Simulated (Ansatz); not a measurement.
A structure of BeS relaxed with PBEsol (plane waves to 420 eV, PAW, scalar-relativistic; Ansatz, a first-principles code); single points at other levels follow on the same geometry (Ansatz, PAW; HSE06 at 420 eV on a 8×8×8 k-mesh; no spin-orbit coupling). Space group F-43m (No. 216).

Space group F-43m (No. 216); a = b = c = 4.838 Å, α = β = γ = 90.00°

```json
[
 {"atom": "Be", "site": "4d", "symmetry": "-43m", "x": "0.7500", "y": "0.7500", "z": "0.7500"},
 {"atom": "S", "site": "4b", "symmetry": "-43m", "x": "0.5000", "y": "0.5000", "z": "0.5000"}
]
```
(The calculation used a cell of 2 atoms; values per cell refer to that cell.)

| level | gap (eV) | kind | conduction minimum |
|---|---|---|---|
| PBEsol | 2.91 | indirect | X |
| HSE06 | 4.04 | – | X |

HSE06 gaps come from a coarse mesh plus a few chosen points, so they may be too large. No spin polarisation in the result.

It was reached from a disturbed copy of a F-43m (No. 216) cell (zinc blende type), against which it lies under 1 meV/atom.
